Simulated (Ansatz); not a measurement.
This run works on a generated trial structure, not on a known crystal.

Input and command of a plane-wave DFT calculation in Ansatz:

```yaml
crystal:
  lattice:
    - [2.9547156673, 0.0, 0.0]
    - [-1.4773578337, 2.5588588288, 0.0]
    - [0.0, 0.0, 10.488269619]
  atoms:
    - { symbol: Zn, position: [0.3333333333, 0.6666666667, 0.6896206271] }
    - { symbol: Zn, position: [0.6666666667, 0.3333333333, 0.3103793729] }
    - { symbol: Si, position: [0.3333333333, 0.6666666667, 0.1233170167] }
    - { symbol: Si, position: [0.6666666667, 0.3333333333, 0.8766829833] }
    - { symbol: Si, position: [0.0, 0.0, 0.5] }
    - { symbol: "N", position: [0.0, 0.0, 0.0] }
basis:
  ecutwfc: 420
kpoints:
  mp_grid: { grid: [12, 12, 4] }
hamiltonian:
  xc: pbe
scf:
  occupations: { method: gaussian, width: 0.1 }
output:
  forces: true
  stress: true
  eigenvalues: true
  write_density: true
  write_potential: true
  elf: true
  volumetric_format: npy
relax:
  adjacent_minimum: "off"
  f_tol: 0.01
  max_steps: 80
  cell: { stress_tol: 0.05 }
```

```bash
ansatz run input.yaml --threads 1 --pin off --max-ram 2560MiB --backend cpu --events-out ev --progress --plain --runs-dir out
```

Processor: AMD EPYC 7571, 1 thread, on a host shared with other jobs.

Q: Estimate time, memory and problem size.

A: About 7.1 min, peak memory 0.5 GiB. It solves 27 bands at 69 k points (after reduction by symmetry) with about 1563 plane waves (on the last cell), in 108 SCF iterations over 15 ionic steps.
